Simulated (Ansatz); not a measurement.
Ansatz 0.2.0, single run: BaFeO₃

The command:

```bash
ansatz run input.yaml --threads 1 --pin off --max-ram 2560MiB --backend cpu --events-out ev --progress --plain --runs-dir out
```

The input file (Ansatz 0.2.0, plane waves):

```yaml
crystal:
  lattice:
    - [3.95760767, 0.0, 0.0]
    - [0.0, 3.95760767, 0.0]
    - [0.0, 0.0, 3.95760767]
  atoms:
    - { symbol: Fe, position: [0.0, 0.0, 0.0], spin: 3.5 }
    - { symbol: O, position: [0.5, 0.0, 0.0] }
    - { symbol: O, position: [0.0, 0.5, 0.0] }
    - { symbol: O, position: [0.0, 0.0, 0.5] }
    - { symbol: Ba, position: [0.5, 0.5, 0.5] }
kpoints:
  mp_grid: { grid: [5, 5, 5], shift: [0, 0, 0] }
magnetization:
  spin_polarized: true
scf:
  occupations: { method: fermi_dirac, width: 0.0202 }
hamiltonian:
  pseudopotentials: { kind: paw }
  xc: pbesol
  hubbard:
    projectors: all-electron-ortho-atomic
    sites: [{ species: Fe, l: d, u_eff: 1.61 }]
basis:
  ecutwfc: 500
output:
  forces: true
  stress: true
  eigenvalues: true
  write_density: true
  write_potential: true
  elf: true
  volumetric_format: npy
```

Origin of the cell: a known structure type with other elements, at an estimated volume, so it need not be a known compound.

Output (shortened):

```
SCF iter   1: F=—  HF=-11995.951906 eV  Δρ=4.66e-2  dr2=3.92e0  dr2_m=1.62e-1  M=3.759 μB ∫|m|=3.854 μB
SCF iter   2: F=—  HF=-11995.485835 eV  Δρ=3.82e-2  dr2=2.24e0  dr2_m=1.28e-1  M=3.977 μB ∫|m|=4.089 μB  defer=35
SCF iter   3: F=—  HF=-11995.275880 eV  Δρ=1.78e-2  dr2=7.45e-1  dr2_m=3.85e-2  M=3.779 μB ∫|m|=3.933 μB  defer=36
SCF iter   4: F=—  HF=-11995.181464 eV  Δρ=8.78e-3  dr2=1.43e-1  dr2_m=4.82e-3  M=3.914 μB ∫|m|=4.028 μB  defer=39
SCF iter   5: F=—  HF=-11995.178038 eV  Δρ=9.34e-3  dr2=1.91e-2  dr2_m=2.57e-2  M=3.819 μB ∫|m|=3.947 μB  defer=43
SCF iter   6: F=—  HF=-11995.204087 eV  Δρ=6.31e-3  dr2=6.62e-3  dr2_m=1.35e-2  M=3.821 μB ∫|m|=3.948 μB  defer=43
SCF iter   7: F=—  HF=-11995.216774 eV  Δρ=3.66e-3  dr2=1.98e-3  dr2_m=4.14e-3  M=3.844 μB ∫|m|=3.966 μB  defer=43
SCF iter   8: F=—  HF=-11995.225998 eV  Δρ=2.23e-3  dr2=1.33e-3  dr2_m=1.48e-3  M=3.814 μB ∫|m|=3.942 μB  defer=43
SCF iter   9: F=—  HF=-11995.227855 eV  Δρ=2.12e-3  dr2=1.32e-3  dr2_m=1.28e-3  M=3.807 μB ∫|m|=3.935 μB  defer=43
SCF iter  10: F=—  HF=-11995.228778 eV  Δρ=1.28e-3  dr2=9.77e-4  dr2_m=1.70e-4  M=3.822 μB ∫|m|=3.947 μB  defer=43
SCF iter  11: F=—  HF=-11995.229408 eV  Δρ=2.26e-3  dr2=2.02e-3  dr2_m=1.20e-3  M=3.797 μB ∫|m|=3.927 μB  defer=43
SCF iter  12: F=—  HF=-11995.229417 eV  Δρ=9.11e-4  dr2=3.35e-5  dr2_m=3.86e-4  M=3.807 μB ∫|m|=3.935 μB  defer=43
SCF iter  13: F=—  HF=-11995.229855 eV  Δρ=8.04e-4  dr2=1.00e-4  dr2_m=2.42e-4  M=3.794 μB ∫|m|=3.924 μB  defer=43
SCF iter  14: F=—  HF=-11995.229946 eV  Δρ=1.91e-4  dr2=2.40e-5  dr2_m=9.47e-6  M=3.783 μB ∫|m|=3.915 μB  defer=43
SCF iter  15: F=—  HF=-11995.229947 eV  Δρ=1.04e-4  dr2=5.58e-6  dr2_m=3.71e-6  M=3.784 μB ∫|m|=3.915 μB  defer=43
SCF iter  16: F=—  HF=-11995.229949 eV  Δρ=3.78e-5  dr2=9.68e-7  dr2_m=1.90e-7  M=3.784 μB ∫|m|=3.915 μB  defer=43
SCF iter  17: F=—  HF=-11995.229949 eV  Δρ=2.41e-5  dr2=4.75e-7  dr2_m=6.13e-8  M=3.784 μB ∫|m|=3.915 μB  defer=43
SCF iter  18: F=-11995.229949 eV  HF=-11995.229949 eV  Δρ=1.49e-6  dr2=4.58e-10  dr2_m=8.33e-10  M=3.785 μB ∫|m|=3.915 μB
SCF 3 converged in 7 iterations: F = -11995.229949 eV  dr2 = 1.14e-9
an SCF from another whole filling of 1 corrected shell (2 electrons), with 44 of the crystal's symmetry operations given up (39 k-points in place of 10), reached no lower state that the run goes on to. […]
SCF converged after 18 iterations
Magnetization: 3.7845 μB (23.8923 up, 20.1077 down)
Absolute magnetization: 3.9259 μB (∫|ρ↑−ρ↓|, with the PAW one-centre terms)
Spin contamination: 0.1287 ħ² per cell (⟨S²⟩ above its minimum at these occupations)
Per-site moments (μB) at R_I (Å): [(3.082404, 0.816257), (0.122575, 0.816257), (0.122575, 0.816257), (0.122575, 0.816257), (0.013494, 1.154361)]
Free energy (F): -11995.229949 eV
Harris-Foulkes:  -11995.229949 eV  (|F-HF|=2.60e-10)
Internal energy: -11995.226479 eV  (E = F + TS)
E sigma→0 (E₀):  -11995.228214 eV
Entropy (-TS):   -0.003470 eV (-0.694 meV/atom)
Fermi energy:    10.714514 eV
--- Per-component energies (eV) ---
  E_band       = -308.178236
  E_kinetic    = 1030.524179
  E_local      = -4137.373371  (includes V_loc(G=0)·N_el)
  E_nonlocal   = 424.281962
  E_hartree    = 1688.417273
  E_xc         = -501.576282
  E_vxc        = -566.267665  (∫ρ·V_xc dr)
  E_hubbard    = 1.060208  (on-site DFT+U / exact-exchange correction)
  E_vhub       = -2.739990  (the Hubbard potential's part of the band-sum identity)
  E_paw        = -6928.175168  (= ΣΔE_a)
  E_vpaw       = -433.440155  (= ΣTr[D̂ρ^β])
  E_aug_tail   = 0.003196  (compensation charges beyond the density's cutoff)
  E_ewald      = -3572.824974
  E_core_change = 0.436499  (= ΣΔE_core)
  E_smearing   = -0.003470  (= −TS)
  Σ components = -11995.229949   (vs F -11995.229949, Δ=0.00e0)
--- Forces (eV/Å), atoms counted from 1 ---
  atom   1  Fe     0.000000    -0.000000     0.000000
  atom   2  O     -0.000000    -0.000000    -0.000000
  atom   3  O      0.000000     0.000000     0.000000
  atom   4  O      0.000000     0.000000     0.000000
  atom   5  Ba     0.000000     0.000000     0.000000
  max |Σ_I F_I| component: 0.0 eV/Å
--- Stress (GPa, compression-positive) ---
       -5.792816       0.000000       0.000000
        0.000000      -5.792816       0.000000
        0.000000       0.000000      -5.792816
  P = ⅓ Tr σ = -5.7928 GPa (-57.928 kbar)
Occupation matrices written to <dir>
```

Caveats: one start, so the magnetic state may not be the lowest; the k mesh is coarse if the cell is a metal.

Time: 76 s on 1 thread of Intel(R) Xeon(R) Platinum 8488C (Sapphire Rapids), on a shared host, peak memory 0.84 GiB, from the program's own first density.
